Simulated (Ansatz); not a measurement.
Relaxed Be (hcp, Mg type):

```
CELL_PARAMETERS angstrom
      4.52945     0.00000     0.00000
     -1.13236     1.96131     0.00000
      0.00000     0.00000     3.56124
ATOMIC_POSITIONS crystal
  Be 0.16667 0.66667 0.75000
  Be 0.66667 0.66667 0.75000
  Be 0.33333 0.33333 0.25000
  Be 0.83333 0.33333 0.25000
```

Level of theory: PBE (plane waves to 420 eV, PAW, scalar-relativistic; Ansatz, an electronic-structure program). k mesh 19×19×11 (Γ-centred), Fermi-Dirac smearing 0.05 eV. With partly filled bands, energies and forces of such displacements shift with the k mesh and the smearing. Be was relaxed with its symmetry unable to fall.

One atom of the cell was then moved (with its periodic images), all else fixed, and the forces (eV/Å) came out as:

```
atom      Fx      Fy      Fz
----  ------  ------  ------
Be1   -1.431   0.712  -2.930
Be2   -0.012   0.078  -0.633
Be3    2.081  -0.984   3.653
Be4   -0.638   0.194  -0.090
```

Question: Which atom was moved, and by which vector (Å)?

Answer: Be3, by (-0.23, 0.13, -0.35), 0.44 Å in all.

(For displaced atoms, the force is minus the slope of the energy, and its curvature is a force constant, which sets phonon frequencies.)
